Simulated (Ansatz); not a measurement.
The cell is an ordered 8-atom cell of Ga₄AsN₃ on the wurtzite lattice (P3m1); cell and atoms were relaxed with r2SCAN. Space group P3m1 (No. 156), trigonal; conventional cell a = 3.363 Å, c = 11.253 Å, 13.78 Å³ an atom. Around N lie 4 Ga at 1.97–2.02 Å; around N lie 4 Ga at 1.94–2.02 Å; around N lie 4 Ga at 1.96–2.02 Å; around As lie 4 Ga at 2.29–2.46 Å; around Ga lie 4 N at 1.97–2.02 Å; around Ga lie 1 N at 1.94 Å and 3 As at 2.29 Å; around Ga lie 4 N at 1.96–2.02 Å; around Ga lie 3 N at 2.02 Å and 1 As at 2.46 Å.

The questions ask for values computed with the plane-wave code Ansatz on this geometry. The calculation is non-magnetic, and the structure need not be a phase that has been made.

Given (12×12×2 mesh): With PBE the bands overlap by 0.45 eV (counted from 1, band 41 peaks at Γ and band 42 bottoms out at K–Γ (0.75 of the way from K)): no gap.

**Question.** Estimate the gap with PBE+SOC on 12×12×2.

**Answer.** PBE+SOC gives no gap: the lowest nominally empty band dips 0.45 eV below the top of the last filled one (its bottom at K–Γ (0.75 of the way from K), the top at Γ), so the cell is a metal or semimetal at this level.

**Question.** What does r2SCAN give for the gap (12×12×2 mesh)?

**Answer.** With r2SCAN the bands overlap by 0.61 eV (counted from 1, band 41 peaks at Γ and band 42 bottoms out at K–Γ (0.75 of the way from K)): no gap.

**Question.** What do these levels agree on?

**Answer.** No level opens a gap, but no hybrid is among them, and semilocal functionals can close a real gap.

Only the levels marked +SOC include spin-orbit coupling.

Where an edge lies off the special points, it is a point of the mesh or the k point where a search put PBE's edge or least direct gap, reused for the other functionals, whose own edges may lie a little apart; PBE's own value is read along its path and can be a few hundredths of an eV high.
